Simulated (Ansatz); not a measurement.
The cell of GaRuC6N6 is invented: cyanide-bridged rock-salt net of two metals, 0 guest cations a cell (Fm-3m, No. 225). Its size is a rough estimate.

```
Ga Ru C N
1.0
     0.00000    5.05100    5.05100
     5.05100    0.00000    5.05100
     5.05100    5.05100    0.00000
Ga Ru C N
1 1 6 6
Cartesian
  0.0000 0.0000 0.0000
  5.0510 5.0510 5.0510
  1.8960 5.0510 5.0510
  5.0510 1.8960 5.0510
  5.0510 5.0510 1.8960
  8.2060 5.0510 5.0510
  5.0510 8.2060 5.0510
  5.0510 5.0510 8.2060
  3.0660 5.0510 5.0510
  5.0510 3.0660 5.0510
  5.0510 5.0510 3.0660
  7.0360 5.0510 5.0510
  5.0510 7.0360 5.0510
  5.0510 5.0510 7.0360
```

Method: DFT PBE, scalar-relativistic, plane waves, PAW (Ansatz). Cutoff 420 eV, Gaussian smearing, Γ-centred meshes. Cell and atoms relax first on a coarse mesh and then on a finer one. In between, the cell is made exact in the group found at 0.06 Å. In metals the finer mesh still leaves noise of several meV/atom or more. The steps can't lower the symmetry of their start. Collinear spin, starting moments Ru 1.0 μB.

A guess keeps its type if space group and coordination stay and the shape of the cell changes little (axis ratios within about 15 %, angles within 6°); the volume may change.

Question: Does it keep its structure type, or change into something else?

Answer: It keeps its type. The symmetry stays Fm-3m (No. 225). The volume per atom grows by 15.5 %, from 18.4 to 21.3 Å³. The shortest distance stays 1.17 Å (C–N). Counting neighbours within 15 % of an atom's shortest distance, the start has C 1, Ga 6, N 1, Ru 6 and the end C 1, Ga 6, N 1, Ru 6.

The last run used collinear spin, a 6×6×6 mesh for its 14-atom cell and Gaussian smearing of 0.10 eV. The magnetic state reached may not be the lowest. A structure relaxed within its symmetry needn't be a true minimum.
